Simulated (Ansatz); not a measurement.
Bi:
```yaml
crystal:
  lattice:
    - [4.52005, 0.00000, 0.00000]
    - [0.00000, 4.52005, 0.00000]
    - [0.00000, 0.00000, 3.25008]
  atoms:
    - { symbol: Bi, position: [0.00000, 0.50000, 0.56311] }
    - { symbol: Bi, position: [0.50000, 0.00000, 0.43689] }
```

Relaxed with PBEsol. Special points in fractions of this cell's reciprocal vectors: Γ (0.000, 0.000, 0.000); X (0.000, 0.500, 0.000); M (0.500, 0.500, 0.000); Z (0.000, 0.000, 0.500); R (0.000, 0.500, 0.500); A (0.500, 0.500, 0.500).

### Question
List the band energies nearest the Fermi level at these points for DFT-PBEsol in the program Ansatz with PAW potentials.

### Answer
In eV from the Fermi level; about four levels below and three above (degenerate sets whole), none deeper than 8.9 eV; points with the same levels are listed once.

```json
[
 {"k": "Γ", "below": "-3.22 -3.22", "above": "2.59 3.19 3.31 3.31"},
 {"k": "X", "below": "-1.12 -1.12 -0.97 -0.97", "above": "4.54 4.54 8.29 8.29"},
 {"k": "M", "below": "-5.21 -5.21", "above": "4.94 4.94 5.29 5.29"},
 {"k": "Z", "below": "-4.89 -1.42 -1.36 -1.36", "above": "4.12 4.12 5.27"},
 {"k": "R", "below": "-3.74 -3.74", "above": "0.90 0.90 1.11 1.11"},
 {"k": "A", "below": "-3.24 -3.24 -3.24 -3.24", "above": "2.09 2.09 7.81 7.81"}
]
```

Space group P4/nmm. The first step of the workflow began from a Materials Project structure, measured or hypothetical; the Crystallography Open Database copy checked does not list it. It is not the phase usual at ambient conditions (space group No. 166). Symmetry was held in the PBEsol relaxation; of distortions, only those at the zone centre were tested. Scalar-relativistic: spin–orbit coupling is off unless named, which matters more the heavier the elements.

Potentials: the earlier of the program's two PAW sets.
